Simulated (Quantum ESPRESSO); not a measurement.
# Mo4W2MgAl: input and log of a self-consistent run

Computed values, not a measurement. The program is pw.x of Quantum ESPRESSO 7.5 (plane-wave density functional theory). The cell is made up: eight metal atoms on a face-centred cubic lattice, with elements, volume, strain and displacements drawn at random and not relaxed, so it may be unstable or far from any real phase. PseudoDojo standard norm-conserving files set the functional (PBE unless stated); there is no spin polarisation or spin-orbit coupling, the Fermi-Dirac width of 0.25 eV means electrons at about 2900 K, and the masses in the input are unused placeholders. Heavy elements are run without spin-orbit coupling, which real alloys of them have. A spin test at this wide smearing found no moment, but such smearing suppresses magnetism that the real alloy may have.

Input:

```
&control calculation='scf', pseudo_dir='./dojo.nc.sr.pbe.v0_5.standard.upf', outdir='./o', disk_io='minimal', tprnfor=.true., tstress=.true. /
&system ibrav=0, nat=8, ntyp=4, nbnd=65, ecutwfc=84.00895049, nosym=.true., tot_charge=0,
 occupations='smearing', smearing='fd', degauss=0.0183746611
/
&electrons conv_thr=1.470e-08, electron_maxstep=70, mixing_beta=0.5 /
ATOMIC_SPECIES
Al 1.0 Al.upf
Mg 1.0 Mg.upf
Mo 1.0 Mo.upf
W 1.0 W.upf
CELL_PARAMETERS angstrom
0.0 -2.0328 -2.0328
2.0328 4.0657 -2.0328
8.1314 -4.0657 4.0657
ATOMIC_POSITIONS angstrom
Mo -0.1367 0.0184 0.113
W 4.1771 -2.1111 2.1663
Mg 4.031 -0.1223 0.007
Mo 8.0593 -2.231 2.135
Mo 2.0311 -2.1675 -0.057
Mo 6.0507 -3.9434 1.9803
Al 2.0455 -0.0677 -1.9624
W 6.1053 -2.0091 0.0533
K_POINTS automatic
8 5 3 1 1 1
```

The log is shortened where brackets say so; the opening notice, blank lines, dates and the lines on written files are dropped, and the path of the files is cut. It prints rydbergs, bohrs and kilobars, and counts compression as positive stress. Its total energy is the free energy E - TS of the whole cell.

```
     Program PWSCF v.7.5
     Parallel version (MPI & OpenMP), running on       4 processor cores
     Number of MPI processes:                 4
     Threads/MPI process:                     1
     [start-up lines left out]
     bravais-lattice index     =            0
     lattice parameter (alat)  =       5.4326  a.u.
     unit-cell volume          =     907.0194 (a.u.)^3
     number of atoms/cell      =            8
     number of atomic types    =            4
     number of electrons       =        97.00
     number of Kohn-Sham states=           65
     kinetic-energy cutoff     =      84.0090  Ry
     charge density cutoff     =     336.0358  Ry
     scf convergence threshold =      1.5E-08
     mixing beta               =       0.5000
     number of iterations used =            8  plain     mixing
     Exchange-correlation= PBE
                           (   1   4   3   4   0   0   0)
     [axes and pseudopotential details left out]
   Cartesian axes
     site n.     atom                  positions (alat units)
         1        Mo     tau(   1) = (  -0.0475509   0.0064004   0.0393069  )
         2        W      tau(   2) = (   1.4529987  -0.7343433   0.7535446  )
         3        Mg     tau(   3) = (   1.4021780  -0.0425419   0.0024349  )
         4        Mo     tau(   4) = (   2.8034168  -0.7760504   0.7426569  )
         5        Mo     tau(   5) = (   0.7065154  -0.7539620  -0.0198274  )
         6        Mo     tau(   6) = (   2.1047280  -1.3717065   0.6888447  )
         7        Al     tau(   7) = (   0.7115245  -0.0235494  -0.6826182  )
         8        W      tau(   8) = (   2.1237205  -0.6988628   0.0185403  )
     number of k points=    60  Fermi-Dirac smearing, width (Ry)=  0.0184
                       cart. coord. in units 2pi/alat
        k(    1) = (   0.0905971  -0.0125212  -0.0758672), wk =   0.0333333
        k(    2) = (  -0.0861759   0.0464022  -0.1347906), wk =   0.0333333
     [further k points left out]
     Dense  grid:    94331 G-vectors     FFT dimensions: (  32,  60, 120)
     Estimated max dynamical RAM per process >     341.85 MB
     Estimated total dynamical RAM >       1.27 GB
     Initial potential from superposition of free atoms
     starting charge      96.9900, renormalised to      97.0000
     Starting wfcs are   69 randomized atomic wfcs
     total cpu time spent up to now is        8.6 secs
     per-process dynamical memory:   273.3 Mb
     Self-consistent Calculation
     iteration #  1     ecut=    84.01 Ry     beta= 0.50
     Davidson diagonalization with overlap
     ethr =  1.00E-02,  avg # of iterations =  3.6
     total cpu time spent up to now is       29.4 secs
     total energy              =    -987.46772475 Ry
     estimated scf accuracy    <       2.44082811 Ry
     iteration #  2     ecut=    84.01 Ry     beta= 0.50
     Davidson diagonalization with overlap
     ethr =  2.52E-03,  avg # of iterations =  5.7
     total cpu time spent up to now is       54.6 secs
     total energy              =    -983.16598965 Ry
     estimated scf accuracy    <     147.44002728 Ry
     iteration #  3     ecut=    84.01 Ry     beta= 0.50
     Davidson diagonalization with overlap
     ethr =  2.52E-03,  avg # of iterations =  6.4
     total cpu time spent up to now is       78.8 secs
     total energy              =    -988.55212123 Ry
     estimated scf accuracy    <       2.76261622 Ry
     iteration #  4     ecut=    84.01 Ry     beta= 0.50
     Davidson diagonalization with overlap
     ethr =  2.52E-03,  avg # of iterations =  1.8
     total cpu time spent up to now is       94.8 secs
     total energy              =    -988.78063065 Ry
     estimated scf accuracy    <       0.62748590 Ry
     iteration #  5     ecut=    84.01 Ry     beta= 0.50
     Davidson diagonalization with overlap
     ethr =  6.47E-04,  avg # of iterations =  3.4
     total cpu time spent up to now is      113.7 secs
     total energy              =    -988.68071769 Ry
     estimated scf accuracy    <       4.70531457 Ry
     [iterations 6 to 14 left out]
     iteration # 15     ecut=    84.01 Ry     beta= 0.50
     Davidson diagonalization with overlap
     ethr =  6.04E-09,  avg # of iterations =  1.5
     total cpu time spent up to now is      287.4 secs
     total energy              =    -988.87883539 Ry
     estimated scf accuracy    <       0.00000287 Ry
     iteration # 16     ecut=    84.01 Ry     beta= 0.50
     Davidson diagonalization with overlap
     ethr =  2.96E-09,  avg # of iterations =  1.0
     total cpu time spent up to now is      302.7 secs
     total energy              =    -988.87883556 Ry
     estimated scf accuracy    <       0.00000078 Ry
     iteration # 17     ecut=    84.01 Ry     beta= 0.50
     Davidson diagonalization with overlap
     ethr =  8.01E-10,  avg # of iterations =  1.0
     total cpu time spent up to now is      317.9 secs
     total energy              =    -988.87883560 Ry
     estimated scf accuracy    <       0.00000005 Ry
     iteration # 18     ecut=    84.01 Ry     beta= 0.50
     Davidson diagonalization with overlap
     ethr =  4.83E-11,  avg # of iterations =  2.9
     total cpu time spent up to now is      335.7 secs
     total energy              =    -988.87883561 Ry
     estimated scf accuracy    <       0.00000004 Ry
     iteration # 19     ecut=    84.01 Ry     beta= 0.50
     Davidson diagonalization with overlap
     ethr =  3.77E-11,  avg # of iterations =  1.6
     total cpu time spent up to now is      351.5 secs
     End of self-consistent calculation
     [lines on levels left out]
!    total energy              =    -988.87883560 Ry
     estimated scf accuracy    <          7.3E-09 Ry
     smearing contrib. (-TS)   =      -0.12012558 Ry
     internal energy E=F+TS    =    -988.75871003 Ry
     The total energy is F=E-TS. E is the sum of the following terms:
     one-electron contribution =    -338.63855242 Ry
     hartree contribution      =     211.28144357 Ry
     xc contribution           =    -166.60699168 Ry
     ewald contribution        =    -694.79460950 Ry
     convergence has been achieved in  19 iterations
     Forces acting on atoms (cartesian axes, Ry/au):
     atom    1 type  3   force =     0.01158358   -0.01017423    0.01212495
     atom    2 type  4   force =    -0.04787192    0.02998953   -0.03954229
     atom    3 type  2   force =     0.00232061    0.01476136   -0.00006837
     atom    4 type  3   force =     0.03717849    0.03373280   -0.02740877
     atom    5 type  3   force =    -0.02268214   -0.00860301    0.01901914
     atom    6 type  3   force =     0.01383927   -0.04903249    0.05026756
     atom    7 type  1   force =    -0.02254589    0.00263537   -0.01263206
     atom    8 type  4   force =     0.02817800   -0.01330933   -0.00176016
     Total force =     0.127890     Total SCF correction =     0.000331
     Computing stress (Cartesian axis) and pressure
          total   stress  (Ry/bohr**3)                   (kbar)     P=      -27.52
  -0.00012278  -0.00001198  -0.00006347          -18.06       -1.76       -9.34
  -0.00001198  -0.00023278   0.00003965           -1.76      -34.24        5.83
  -0.00006347   0.00003965  -0.00020557           -9.34        5.83      -30.24
     init_run     :      8.09s CPU      8.34s WALL (       1 calls)
     electrons    :    336.70s CPU    342.87s WALL (       1 calls)
     forces       :      2.53s CPU      2.55s WALL (       1 calls)
     stress       :      9.09s CPU      9.09s WALL (       1 calls)
     [timing details left out]
     PWSCF        :   5m56.70s CPU   6m 3.24s WALL
     JOB DONE.
```

In other units: free energy -13454.382 eV for the cell, pressure -2.75 GPa, largest force component 1.292 eV/Å in size. The run took 365 s of wall time with four MPI processes on a shared machine (Intel Xeon, 2023 or later, virtual cores), so the time is rough. A rerun of this cell at a higher cutoff and on a denser mesh moved values by no more than 0.006 eV in energy, 0.04 GPa in stress and 0.006 eV/Å in force, and a second program with other atomic files agreed on that cell to 2 % rms in force and 0.5 GPa in pressure.